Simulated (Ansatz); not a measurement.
Zr (hcp (Mg type), P6_3/mmc), a = 3.2316 Å, b = 3.2316 Å, c = 5.1710 Å, α = 90.00°, β = 90.00°, γ = 120.00°.

Relaxed with PBE.

Which orbitals make up the states near the Fermi level in plane-wave PAW PBE (Ansatz code)?

Within 0.5 eV of the Fermi level: Zr 4d 90 %, Zr 5s 5 %. Projections are on Löwdin-orthogonalised atomic valence shells; empty p or d shells of many metals are not among them.

Tabulate the density of states.

States/eV per cell of 2 atoms, in 0.25 eV bins, energy from the Fermi level.

| E (eV) | total | Zr 4d | Zr 5s | Zr 4p |
|---|---|---|---|---|
| -5.75 | 0.00 | 0.00 | 0.00 | 0.00 |
| -5.50 | 0.06 | 0.00 | 0.05 | 0.00 |
| -5.25 | 0.12 | 0.00 | 0.10 | 0.00 |
| -5.00 | 0.16 | 0.00 | 0.14 | 0.00 |
| -4.75 | 0.20 | 0.00 | 0.18 | 0.00 |
| -4.50 | 0.25 | 0.01 | 0.21 | 0.01 |
| -4.25 | 0.30 | 0.02 | 0.25 | 0.01 |
| -4.00 | 0.35 | 0.03 | 0.29 | 0.01 |
| -3.75 | 0.43 | 0.06 | 0.34 | 0.01 |
| -3.50 | 0.53 | 0.10 | 0.40 | 0.02 |
| -3.25 | 0.72 | 0.21 | 0.47 | 0.02 |
| -3.00 | 1.62 | 0.92 | 0.64 | 0.03 |
| -2.75 | 2.00 | 1.32 | 0.61 | 0.03 |
| -2.50 | 2.23 | 1.66 | 0.51 | 0.03 |
| -2.25 | 2.50 | 2.03 | 0.41 | 0.03 |
| -2.00 | 2.88 | 2.52 | 0.29 | 0.04 |
| -1.75 | 2.09 | 1.84 | 0.19 | 0.03 |
| -1.50 | 2.02 | 1.79 | 0.16 | 0.03 |
| -1.25 | 2.45 | 2.25 | 0.12 | 0.04 |
| -1.00 | 2.92 | 2.68 | 0.12 | 0.04 |
| -0.75 | 3.60 | 3.23 | 0.19 | 0.05 |
| -0.50 | 2.64 | 2.32 | 0.18 | 0.04 |
| -0.25 | 1.06 | 0.94 | 0.06 | 0.01 |
| 0.00 | 1.85 | 1.65 | 0.08 | 0.02 |
| 0.25 | 3.97 | 3.60 | 0.18 | 0.04 |
| 0.50 | 3.36 | 3.01 | 0.17 | 0.03 |
| 0.75 | 3.47 | 3.04 | 0.20 | 0.03 |
| 1.00 | 3.74 | 3.23 | 0.23 | 0.03 |
| 1.25 | 4.07 | 3.56 | 0.21 | 0.02 |
| 1.50 | 3.00 | 2.66 | 0.11 | 0.01 |
| 1.75 | 2.03 | 1.82 | 0.05 | 0.01 |
| 2.00 | 1.59 | 1.50 | 0.02 | 0.00 |
| 2.25 | 1.54 | 1.47 | 0.02 | 0.00 |
| 2.50 | 1.48 | 1.41 | 0.02 | 0.00 |
| 2.75 | 1.46 | 1.40 | 0.02 | 0.00 |
| 3.00 | 1.45 | 1.39 | 0.03 | 0.00 |
| 3.25 | 1.49 | 1.42 | 0.03 | 0.00 |
| 3.50 | 1.58 | 1.50 | 0.04 | 0.00 |
| 3.75 | 1.94 | 1.82 | 0.07 | 0.00 |

The cell was relaxed with PBE under the symmetry of its start. No spin polarisation was allowed. Axis ratios of metals converge slowly with the k-mesh, so a and c are less sure than the volume. Scalar-relativistic: spin–orbit coupling is off unless named, which matters more the heavier the elements.

Potentials: the later of the program's two PAW sets.
